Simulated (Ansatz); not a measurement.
The relaxed structure here is a generated cell of Ir: the first start was made by placing the elements on the sites of a structure type, and the end was not matched to a known phase here, so it may be hypothetical. Known forms of Ir include space group No. 225.

A relaxed cell of Ir (Pa-3 (No. 205)), relaxed on a k-mesh at least as fine as the one used below. These are r2SCAN (plane waves to 500 eV, PAW, scalar-relativistic; Ansatz, a program for electronic structure) values and carry that method's errors. Γ-centred k-mesh 7×7×7 on the run's cell (coarser than for final values), Fermi–Dirac smearing 0.05 eV.

```
CELL_PARAMETERS angstrom
      4.91087     0.00000     0.00000
      0.00000     4.91087     0.00000
      0.00000     0.00000     4.91087
ATOMIC_POSITIONS crystal
  Ir 0.15324 0.15324 0.15324
  Ir 0.65324 0.34676 0.84676
  Ir 0.84676 0.65324 0.34676
  Ir 0.34676 0.84676 0.65324
  Ir 0.84676 0.84676 0.84676
  Ir 0.34676 0.65324 0.15324
  Ir 0.15324 0.34676 0.65324
  Ir 0.65324 0.15324 0.34676
```

The atoms are displaced by (Å):

| atom | ux | uy | uz |
|---|---|---|---|
| Ir1 | 0.138 | -0.104 | 0.000 |
| Ir2 | -0.125 | -0.112 | -0.078 |
| Ir3 | 0.140 | -0.015 | 0.006 |
| Ir4 | 0.087 | -0.041 | -0.192 |
| Ir5 | 0.080 | 0.011 | 0.075 |
| Ir6 | -0.009 | 0.022 | -0.068 |
| Ir7 | 0.017 | 0.032 | 0.132 |
| Ir8 | 0.122 | -0.069 | -0.042 |

**Question.** What forces (eV/Å) and pressure result?

**Answer.** 
```
atom     Fx     Fy     Fz
----  -----  -----  -----
Ir1   -0.22   2.41   1.61
Ir2    2.15   0.64   0.88
Ir3   -1.53  -0.58   0.93
Ir4   -0.41   0.49   1.90
Ir5   -0.58  -1.35  -1.28
Ir6    1.78  -2.19  -1.85
Ir7   -2.25  -0.66  -1.28
Ir8    1.05   1.23  -0.90
```

Pressure +5.0 GPa.

**Question.** Estimate the energy cost of the displacement in the harmonic approximation and compare with the calculation.

**Answer.** For a harmonic well ΔE = −½ Σ F·u = 0.776 eV a cell, or 97 meV/atom. The calculated energy relative to the undisplaced cell is +0.09 eV/atom, so the harmonic estimate holds well.

The undisplaced cell is probably no minimum: from this displacement the run went on to P2₁/c (No. 14), 0.21 eV/atom below it.

No spin polarisation in the result.
